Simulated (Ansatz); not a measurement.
AlP:
```
CELL_PARAMETERS angstrom
      0.00000     2.75388     2.75388
      2.75388     0.00000     2.75388
      2.75388     2.75388     0.00000
ATOMIC_POSITIONS crystal
  P  0.75000 0.75000 0.75000
  Al 0.00000 0.00000 0.00000
```

x, y and z are the axes in which the lattice vectors are written.

### Question
Give the high-frequency dielectric tensor and the Born effective charge tensors of the independent atoms from DFPT, PBE (plane waves, PAW; program Ansatz).

### Answer

ε∞:
```
8.10  0.00  0.00
0.00  8.10  0.00
0.00  0.00  8.10
```
Z* of atom 1 (P), rows: field, columns: displacement, in e:
```
-2.24   0.00   0.00
 0.00  -2.24   0.00
 0.00   0.00  -2.24
```
Z* of atom 2 (Al), rows: field, columns: displacement, in e:
```
2.24  0.00  0.00
0.00  2.24  0.00
0.00  0.00  2.24
```

Static charges for comparison (Bader): P1 -2.09, Al2 +2.09 e. Born charges measure polarisation by displacement and can exceed these by far.

Space group F-43m (zinc blende). The PBE relaxation kept the symmetry of its start.

Potentials: the later of the program's two PAW sets.
